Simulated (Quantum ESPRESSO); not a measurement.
pw.x input (Quantum ESPRESSO 7.5; PBEsol, PseudoDojo standard norm-conserving files, scalar-relativistic):

```
&CONTROL
  calculation = 'scf'
  pseudo_dir = './pseudo'
  outdir = './out'
  tprnfor = .true.
  tstress = .true.
/
&SYSTEM
  ibrav = 0
  nat = 12
  ntyp = 3
  ecutwfc = 84.0
  ecutrho = 336.0
  occupations = 'smearing'
  smearing = 'fd'
  degauss = 0.002
  nbnd = 50
/
&ELECTRONS
  conv_thr = 1.2e-09
/
ATOMIC_SPECIES
Li 6.9400 Li.upf
O 15.9990 O.upf
Pd 106.4200 Pd.upf
CELL_PARAMETERS angstrom
  2.552165000000  -4.416425000000   0.000000000000
  2.552165000000   4.416425000000   0.000000000000
 -1.699870000000   0.000000000000   4.764736000000
ATOMIC_POSITIONS crystal
Li   0.500000000000   0.500000000000   0.500000000000
Li   0.836470000000   0.163530000000   0.500000000000
Li   0.163530000000   0.836470000000   0.500000000000
Li   0.000000000000   0.000000000000   0.000000000000
O   0.267660000000   0.267660000000   0.762360000000
O   0.732340000000   0.732340000000   0.237640000000
O   0.424990000000   0.077990000000   0.235210000000
O   0.575010000000   0.922010000000   0.764790000000
O   0.922010000000   0.575010000000   0.764790000000
O   0.077990000000   0.424990000000   0.235210000000
Pd   0.666700000000   0.333300000000   0.000000000000
Pd   0.333300000000   0.666700000000   0.000000000000
K_POINTS automatic
6 6 6 0 0 0
```

End of the output:

```

[...]
     the Fermi energy is     9.3164 ev
!    total energy              =    -794.71804651 Ry
     estimated scf accuracy    <          5.8E-11 Ry
     smearing contrib. (-TS)   =      -0.00000000 Ry
     internal energy E=F+TS    =    -794.71804651 Ry
     The total energy is F=E-TS. E is the sum of the following terms:
     one-electron contribution =    -389.49102043 Ry
     hartree contribution      =     231.82262699 Ry
     xc contribution           =    -144.42100551 Ry
     ewald contribution        =    -492.62864754 Ry
     convergence has been achieved in  13 iterations
     Forces acting on atoms (cartesian axes, Ry/au):
     atom    1 type  1   force =     0.00000000    0.00000000    0.00000000
     atom    2 type  1   force =     0.00000000    0.00046766    0.00000000
     atom    3 type  1   force =     0.00000000   -0.00046766    0.00000000
     atom    4 type  1   force =     0.00000000    0.00000000    0.00000000
     atom    5 type  2   force =     0.00353373   -0.00000000    0.00500169
     atom    6 type  2   force =    -0.00353373   -0.00000000   -0.00500169
     atom    7 type  2   force =     0.00175371   -0.00336360   -0.00545635
     atom    8 type  2   force =    -0.00175371    0.00336360    0.00545635
     atom    9 type  2   force =    -0.00175371   -0.00336360    0.00545635
     atom   10 type  2   force =     0.00175371    0.00336360   -0.00545635
     atom   11 type  3   force =     0.00000000   -0.00043284    0.00000000
     atom   12 type  3   force =     0.00000000    0.00043284    0.00000000
     Total force =     0.015889     Total SCF correction =     0.000010
     Computing stress (Cartesian axis) and pressure
          total   stress  (Ry/bohr**3)                   (kbar)     P=       -7.82
  -0.00004347   0.00000000  -0.00000273           -6.40        0.00       -0.40
  -0.00000000  -0.00005050  -0.00000000           -0.00       -7.43       -0.00
  -0.00000273   0.00000000  -0.00006541           -0.40        0.00       -9.62
```
In a gapped system the printed Fermi energy is only some level inside the gap.

Spin-orbit coupling is not included.

Geometry of the Materials Project entry, not relaxed at this level.
